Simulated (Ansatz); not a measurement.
Al$_{2}$Cu (I4/mcm), relaxed and computed with several functionals in Ansatz (plane waves, PAW). Much of their spread follows the volume that each gives.

```json
[
 {"functional": "LDA", "V (Å³/atom)": "14.04", "B₀ by P(V) fit (GPa)": "115"},
 {"functional": "PBEsol", "V (Å³/atom)": "14.45", "B₀ by P(V) fit (GPa)": "?"},
 {"functional": "PBE", "V (Å³/atom)": "14.92", "B₀ by P(V) fit (GPa)": "99.4"},
 {"functional": "r²SCAN", "V (Å³/atom)": "14.40", "B₀ by P(V) fit (GPa)": "114"}
]
```

**Question.** Fit a straight line to ln B₀ against ln V and predict the withheld value.

**Answer.** Least squares on the 3 shown rows: ln B₀ = -2.49 × ln V + (11.343), with a scatter of 2 %. For PBEsol this gives 109. The run itself gave 109, within the scatter.

All cells were relaxed under the symmetry of their starts (and spin orders); stability against distortions was not tested throughout. Rows with no word on spin ran without spin polarisation.

Potentials: the later of the program's two PAW sets.

Ansatz (a quantum-chemistry and plane-wave program) is a plane-wave DFT program.
